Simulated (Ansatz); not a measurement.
**Moving the pressure in NaLaMnMoO6**

The cell as given:

```cif
data_structure
_symmetry_space_group_name_H-M 'C2/c'
_symmetry_Int_Tables_number 15
_cell_length_a 7.5901
_cell_length_b 7.6976
_cell_length_c 8.2208
_cell_angle_alpha 90.000
_cell_angle_beta 90.320
_cell_angle_gamma 90.000
_cell_volume 480.30
loop_
_atom_site_label
_atom_site_type_symbol
_atom_site_symmetry_multiplicity
_atom_site_Wyckoff_symbol
_atom_site_fract_x
_atom_site_fract_y
_atom_site_fract_z
_atom_site_occupancy
Na1 Na 4 e 0.00000 0.49381 0.75000 1
La1 La 4 e 0.00000 0.98797 0.75000 1
Mn1 Mn 4 d 0.75000 0.75000 0.50000 1
Mo1 Mo 4 c 0.75000 0.25000 0.50000 1
O1 O 8 f 0.79731 0.25491 0.73247 1
O2 O 8 f 0.99927 0.71952 0.54831 1
O3 O 8 f 0.29683 0.49810 0.49953 1
```

The cell comes from a database or a generator and needn't be the stable form of this composition.

Kept alike: task relaxation of cell and atoms; functional PBE; k mesh 4 × 4 × 3; occupations fermi-dirac, width 0.05 eV; collinear spin, ferromagnetic start. Program: Ansatz, Ansatz PAW, cutoff 420 eV. The mesh is that of the run's cell of 20 atoms. No spin-orbit coupling.

| run | volume (Å³/atom) | first edge of the run's cell (Å) | third edge of the run's cell (Å) | largest site moment (μB) |
| --- | --- | --- | --- | --- |
| A | 11.586 | 5.352 | 8.092 | 2.86 |
| B | 10.512 | 5.283 | 7.533 | 1.76 |
| C | 11.818 | 5.377 | 8.177 | 2.91 |
| D | 10.985 | 5.364 | 7.636 | 1.91 |

For a metal such a mesh leaves the last digits unconverged. The runs follow the start's structure, whether or not it is the stable one at these pressures. Ansatz's relaxations hold a Pulay term in the stress (up to 0.7 GPa here). P is the pressure aimed at, which the runs meet within some hundredths to tenths of a GPa. The runs hold the magnetic state that their start led to, which needn't be the lowest. Site moments count inside each atom's sphere or projector.

Problem. The runs differ in the pressure alone: 2; 5; 10; 20 GPa. Which run is which?

Solution. Run A is 5 GPa; run B is 20 GPa; run C is 2 GPa; run D is 10 GPa. The volume falls from 11.818 to 10.512 Å³/atom between 2 and 20 GPa. The first edge of the run's cell runs from 5.283 (20) to 5.377 Å (2). The third edge of the run's cell falls from 8.177 to 7.533 Å between 2 and 20 GPa. The largest site moment falls from 2.91 to 1.76 μB between 2 and 20 GPa.
